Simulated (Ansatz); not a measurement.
In the program Ansatz at the PBEsol level (PAW), ZrMo in the CsCl type structure (Pm-3m) relaxes to a = 3.299 Å. Its formation energy from the elements is 0.073 eV/atom, with no fitted shifts.

Electronic character: metallic (no gap). Gap from PBEsol with spin–orbit coupling: none (metallic).

An equation-of-state fit gives a bulk modulus of 161 GPa. The relaxed-ion elastic constants in GPa are C11 = 226, C12 = 130, C44 = 13.7. The elastic constants imply a Debye temperature near 212 K. The highest mode at Γ lies at 25.1 meV.

The start of the workflow was typed in or built on a structure type; neither database checked (COD, Materials Project) lists it. Whether it is the stable phase at ambient conditions was not checked. Symmetry was held in the PBEsol relaxation; whether a distortion lowers the energy is not shown. No spin polarisation was allowed. As this level gives no gap, shear constants depend on the k-mesh and smearing (Fermi–Dirac, 0.1 eV here). On the denser mesh and wider smearing of the elastic run this cell carries a stress of 0.4 GPa. The references are the lowest solids computed at this level, not always the standard phases. Spin–orbit coupling is left out wherever it is not named.

Potentials: the earlier of the program's two PAW sets. The files were generated under PBE; for other functionals the program regenerates the frozen cores, and for LDA and PBEsol the local potential too.
